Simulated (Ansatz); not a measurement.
Question: TePt (CsCl type, Pm-3m) is relaxed with plane-wave PAW PBEsol (Ansatz code). What lattice parameters of the conventional cell result?

Answer: a = 3.392 Å.

Question: Is it a metal or does it have a gap at this level?

Answer: No gap at this level.

The start of the workflow was typed in or built on a structure type; neither database checked (COD, Materials Project) lists it. COD files the formula under space group No. 166, 194. Its standing as an ambient phase is unchecked. The cell was relaxed with PBEsol under the symmetry of its start; whether a distortion lowers the energy is not shown. No spin polarisation was allowed. Scalar-relativistic: spin–orbit coupling is off unless named, which matters more the heavier the elements.

Potentials: the later of the program's two PAW sets.
